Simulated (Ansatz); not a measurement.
NbCuN2:
Space group R-3m, hexagonal axes (No. 166); a = b = 3.121 Å, c = 17.301 Å, α = β = 90.00°, γ = 120.00°

```json
[
 {"atom": "Nb", "site": "3b", "symmetry": "-3m", "x": "0.0000", "y": "0.0000", "z": "0.5000"},
 {"atom": "Cu", "site": "3a", "symmetry": "-3m", "x": "0.0000", "y": "0.0000", "z": "0.0000"},
 {"atom": "N", "site": "6c", "symmetry": "3m", "x": "0.0000", "y": "0.0000", "z": "0.1053"}
]
```
(The calculation used a cell of 4 atoms; values per cell refer to that cell.)

Relaxed with PBEsol.

Problem. Which orbitals make up the states near the band edges in DFT-PBEsol in the program Ansatz with PAW potentials?

Solution. Top 1 eV of the valence band: Cu 3d 46 %, N 2p 39 %, Nb 4d 7 %, Cu 4s 6 %. Bottom 1 eV of the conduction band: Nb 4d 61 %, N 2p 21 %, Cu 4s 7 %, Cu 3d 5 %. Projections are on Löwdin-orthogonalised atomic valence shells; empty p or d shells of many metals are not among them.

Problem. Tabulate the density of states.

Solution. States/eV per cell of 4 atoms, in 0.25 eV bins, energy from the valence-band maximum.

```tsv
E (eV)	total	N 2p	Cu 3d	Nb 4d
-7.85	0.00	0.00	0.00	0.00
-7.60	0.03	0.02	0.00	0.01
-7.35	0.15	0.08	0.01	0.04
-7.10	0.27	0.14	0.02	0.07
-6.85	1.20	0.61	0.11	0.35
-6.60	2.01	1.04	0.16	0.59
-6.35	2.21	1.18	0.17	0.63
-6.10	1.28	0.69	0.13	0.35
-5.85	1.52	0.85	0.13	0.44
-5.60	3.54	1.99	0.45	0.88
-5.35	4.25	2.36	0.63	1.00
-5.10	3.56	1.97	0.40	1.06
-4.85	3.45	1.91	0.38	1.05
-4.60	1.17	0.69	0.12	0.29
-4.35	2.51	1.51	0.34	0.45
-4.10	3.10	1.88	0.45	0.50
-3.85	2.32	1.28	0.52	0.30
-3.60	3.60	1.53	1.39	0.35
-3.35	4.28	1.87	1.85	0.33
-3.10	3.66	1.53	1.64	0.31
-2.85	2.74	1.09	1.29	0.22
-2.60	3.01	0.71	1.99	0.15
-2.35	4.70	0.82	3.51	0.20
-2.10	5.48	0.44	4.74	0.17
-1.85	6.36	0.53	5.39	0.26
-1.60	6.03	0.87	4.51	0.42
-1.35	4.80	1.28	2.76	0.50
-1.10	4.03	1.43	1.94	0.43
-0.85	4.32	1.67	1.98	0.31
-0.60	2.29	0.85	1.08	0.11
-0.35	0.12	0.06	0.04	0.02
-0.10	0.02	0.01	0.01	0.00
0.15	0.01	0.00	0.00	0.01
0.40	0.32	0.08	0.02	0.17
0.65	0.83	0.19	0.05	0.45
0.90	2.49	0.51	0.14	1.55
1.15	3.68	0.74	0.16	2.35
1.40	1.48	0.29	0.05	0.95
1.65	1.11	0.26	0.03	0.67
1.90	1.38	0.32	0.04	0.78
2.15	1.73	0.39	0.04	1.01
2.40	2.58	0.52	0.04	1.66
2.65	5.87	1.03	0.04	4.36
2.90	2.50	0.55	0.02	1.78
3.15	0.00	0.00	0.00	0.00
3.40	0.60	0.05	0.03	0.09
3.65	1.46	0.18	0.07	0.24
3.90	1.78	0.30	0.10	0.34
4.15	1.87	0.39	0.12	0.38
4.40	1.27	0.28	0.09	0.22
4.65	1.01	0.31	0.13	0.14
4.90	0.03	0.01	0.00	0.01
```

The start of the workflow was typed in or built on a structure type; neither database checked (COD, Materials Project) lists it. Its standing as an ambient phase is unchecked. The PBEsol relaxation kept the symmetry of its start; its stability against distortions is not shown here. The workflow began spin-polarised and lost its moments. Scalar-relativistic: spin–orbit coupling is off unless named, which matters more the heavier the elements.

Potentials: the later of the program's two PAW sets.
